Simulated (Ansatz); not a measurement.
LaAl$_{2}$Ag$_{3}$ in space group P6/mmm (No. 191; Al on 2c, La on 1a, Ag on 3g), plane-wave PAW r²SCAN (Ansatz code), all energies at zero smearing, with the estimated change up to a 700 eV cutoff added, with one set of potentials and settings (totals compare only within such a set). Cell of 6 atoms (2 Al, 1 La, 3 Ag): -30158.989 eV.

```csv
element,reference phase,E (eV/atom)
Al,"Fm-3m, 1 atoms in the cell",-540.4083
La,"P6_3/mmc, 4 atoms in the cell",-6264.6784
Ag,"R-3m, 3 atoms in the cell",-7603.9440
```

Formation energy per atom, worked out: (-30158.989 − 2×(-540.4083) − 1×(-6264.6784) − 3×(-7603.9440))/6 = -0.277 eV/atom (-27 kJ per mol of atoms), at 0 K, without zero-point energy or fitted corrections.

The workflow started from an entry of the Crystallography Open Database (COD). Its standing as an ambient phase is unchecked. Symmetry was held in the r²SCAN relaxation; whether a distortion lowers the energy is not shown. The run is not spin-polarised. The references are the lowest solids computed at this level, not always the standard phases. Scalar-relativistic: spin–orbit coupling is off unless named, which matters more the heavier the elements.

Potentials: the later of the program's two PAW sets.
